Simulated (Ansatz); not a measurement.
# V2Te6Mo (R-3) at 2 levels of theory

One geometry, relaxed with PBE; plane waves with PAW potentials in Ansatz, scalar-relativistic. Collinear spin, ending at 0.7 μB a primitive cell. Gaps are the least over mesh and band path; pressure is positive in compression.

```
CELL_PARAMETERS angstrom
3.09117 1.78469 7.77313
-3.09117 1.78469 7.77313
0.00000 -3.56938 7.77313
ATOMIC_POSITIONS crystal
V 0.66667 0.66667 0.66667
V 0.33333 0.33333 0.33333
Te 0.07612 0.41537 0.73683
Te 0.73683 0.07612 0.41537
Te 0.41537 0.73683 0.07612
Te 0.26317 0.92388 0.58463
Te 0.92388 0.58463 0.26317
Te 0.58463 0.26317 0.92388
Mo 0.00000 0.00000 0.00000
```

```tsv
level	cutoff (eV)	k mesh	gap (eV)	pressure (GPa)	largest moment (μB)
PBE	420	6×6×6	0	0.0	0.82
```

Problem. What comes out on the same cell with PBEsol?

Solution.
| level | cutoff (eV) | k mesh | gap (eV) | pressure (GPa) | largest moment (μB) |
| --- | --- | --- | --- | --- | --- |
| PBEsol | 420 | 6×6×6 | 0 | -3.2 | 0.69 |

Spin-orbit coupling matters for the bands of heavy elements and is left out. The cell holds layers, chains or molecules and no dispersion correction was added, so their binding is poorly described.

The structure comes from a generated guess; another structure or a mixture of phases may lie lower.
